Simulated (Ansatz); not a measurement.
TiAl (CuAu type, space group P4/mmm)

```xyz
2
Lattice="2.8129 0.0000 0.0000 0.0000 2.8129 0.0000 0.0000 0.0000 4.0587" Properties=species:S:1:pos:R:3 pbc="T T T"
Al     1.4064     1.4064     2.0294
Ti     0.0000     0.0000     0.0000
```

This relaxed cell (volume V₀) is scaled evenly in all directions, its shape held. Symmetry pins the atoms to their sites.

These are r2SCAN (plane waves to 500 eV, PAW, scalar-relativistic; Ansatz, a program for electronic structure) values and carry that method's errors. k mesh 16×16×12 (Γ-centred), Fermi-Dirac smearing 0.05 eV. The energy includes the smearing's −TS. Stress and pressure are positive under compression. With the shape held, the modulus is that of even scaling; a crystal free to change shape is softer. The PAW data are Ansatz's earlier set. TiAl is run without spin polarisation. TiAl was relaxed with its symmetry unable to fall. ΔE is measured from the relaxed starting cell. The last digit holds for this mesh only.

| V (Å³/atom) | ΔE (meV/atom) |
|---|---|
| 13.488 | 204.9 |
| 14.130 | 107.2 |
| 14.772 | 44.4 |
| 15.415 | 10.4 |
| 16.057 | 0.0 |
| 16.699 | 9.1 |
| 17.342 | 34.2 |
| 17.984 | 72.5 |
| 18.626 | withheld |

**Question.** Fit a third-order Birch-Murnaghan form (E₀, V₀, B₀, B₀′ free) to the given rows and predict ΔE at V = 18.626.

**Answer.** Least squares on the 8 given rows: ΔE = E₀ + (9V₀B₀/16)·y²·[2 + (B₀′ − 4)y], y = (V₀/V)^(2/3) − 1, with V₀ = 16.058 Å³/atom, B₀ = 120.8 GPa (160.2 GPa = 1 eV/Å³; the term in eV is multiplied by 1000), B₀′ = 3.82, E₀ = 0.02 meV/atom; root-mean-square residual 0.06 meV/atom. At 18.626 the fit gives 121.8 meV/atom; the calculation gives 121.6 meV/atom, so the extrapolation is off by 0.2 (+0.2 %). For the pressure the fit gives -13.5 GPa against the computed -13.4 GPa.

(A scan under strain: stresses follow from slopes of the energy per volume, elastic moduli from its curvatures.)
